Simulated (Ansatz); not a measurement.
**YZn: pressure against volume**

A database entry relaxed whole under r2SCAN (Pm-3m):

```yaml
crystal:
  lattice:
    - [3.56429, 0.00000, 0.00000]
    - [0.00000, 3.56429, 0.00000]
    - [0.00000, 0.00000, 3.56429]
  atoms:
    - { symbol: Y, position: [0.00000, 0.00000, 0.00000] }
    - { symbol: Zn, position: [0.50000, 0.50000, 0.50000] }
```

The cell was scaled uniformly, its shape held, and the atoms relaxed at each volume with plane-wave PAW DFT (Ansatz 0.2.0; r2SCAN, 500 eV, 9×9×9 Γ-centred mesh, fermi-dirac occupations of width 0.100 eV; no spin, no spin-orbit coupling). One row is withheld.

| volume (Å³/atom) | energy over the lowest (meV/atom) | pressure (GPa) |
| --- | --- | --- |
| 21.282 | 18.4 | 4.55 |
| 21.735 | 7.9 | 2.88 |
| 22.188 | 1.9 | 1.37 |
| 22.641 | 0.0 | 0.00 |
| 23.094 | ? | ? |
| 23.546 | 6.9 | -2.36 |
| 23.999 | 15.1 | -3.37 |

Task: Fit the pressures of the other rows to the third-order Birch-Murnaghan form.

Result: With f = [(V₀/V)^(2/3) − 1]/2 and P = 3B₀f(1 + 2f)^(5/2)[1 + 3(B₀′ − 4)f/2], least squares gives V₀ = 22.64 Å³ an atom, B₀ = 65 GPa and B₀′ = 4.0; the rows miss the fit by less than 0.01 GPa. The slope of the energies differs from these pressures by less than 0.05 GPa.

Task: What does the withheld row hold?

Result: The fit gives -1.24 GPa at 23.094 Å³; the run gave -1.24 GPa and 1.8 meV an atom.

Caveats: the shape of the cell was held; 0 K, fixed nuclei; the symmetry was kept, and this need not be the phase that is stable at 0 K; one mesh for all volumes; pressure is positive in compression.
